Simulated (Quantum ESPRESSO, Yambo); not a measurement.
Cs3CoF6 (space group Fm-3m, No. 225): one geometry, one set of PBEsol (Quantum ESPRESSO, PseudoDojo norm-conserving, 96 Ry, without SOC) orbitals, self-energies from Yambo (2×2×2 Γ-centred k mesh, bands 5 to 372 and a 8 Ry block in the screening, 372 bands in G with the Bruneval-Gonze terminator, plasmon pole fitted at 27.2 eV).

```tsv
level	gap X → Γ (eV)	direct gap at X (eV)
PBEsol (Quantum ESPRESSO)	1.31	1.33
exchange only (Hartree-Fock self-energy on PBEsol orbitals)	?	?
static COHSEX@PBEsol	?	?
G0W0@PBEsol, plasmon pole	4.66	4.69
```

Question: Fill in the missing entries.

Answer: 
- exchange only (Hartree-Fock self-energy on PBEsol orbitals), gap X → Γ (eV): 17.58
- exchange only (Hartree-Fock self-energy on PBEsol orbitals), direct gap at X (eV): 17.65
- static COHSEX@PBEsol, gap X → Γ (eV): 5.96
- static COHSEX@PBEsol, direct gap at X (eV): 6.01

Bare exchange has no screening and gives the widest gap; static COHSEX screens it but leaves out the frequency dependence, which G0W0 restores. All rows use the PBEsol edge points; in the exchange only run other k points give a smaller gap, 17.53 eV.

Nearest settings tried, and what they do to the gap: 239 bands in W, 239 bands in G: -10 meV; 7 Ry block (459 vectors against 537): +55 meV. Not varied: mesh. So the settings aren't converged at that level. The k mesh is coarse.

Geometry of the Materials Project entry, not relaxed at this level; primitive cell a = 6.542 Å, b = 6.542 Å, c = 6.542 Å, α = 60.00°, β = 60.00°, γ = 60.00°.

The structure is a Materials Project entry; no match was found in the copy of COD used, and its stability was not checked.

The runs are not spin-polarised; magnetic order was not tried.
